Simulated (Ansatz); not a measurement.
According to the program Ansatz at the PBE level (PAW), Ca6Sb2PN in the cubic phase (Fm-3m; Ca on 24e, Sb on 8c, P on 4a, N on 4b) relaxes to a = 10.224 Å. Sb has 12 nearest neighbours from 3.62 Å (cuboctahedral); P has 6 nearest neighbours from 2.70 Å (octahedral); N has 6 nearest neighbours from 2.41 Å (octahedral). Against the elements it lies at -1.06 eV/atom, with no fitted shifts.

The Kohn–Sham gap is 0.63 eV (direct). The valence maximum lies at Γ and the conduction minimum at Γ. Gap from PBE with spin–orbit coupling: 0.50 eV.

An equation-of-state fit gives a bulk modulus of 47.2 GPa.

The start of the workflow was typed in or built on a structure type; neither database checked (COD, Materials Project) lists it. Its standing as an ambient phase is unchecked. The cell was relaxed with PBE under the symmetry of its start; its stability against distortions is not shown here. The references are the lowest solids computed at this level, not always the standard phases (solids in place of the gases). Spin–orbit coupling is left out wherever it is not named.

Potentials: the later of the program's two PAW sets.
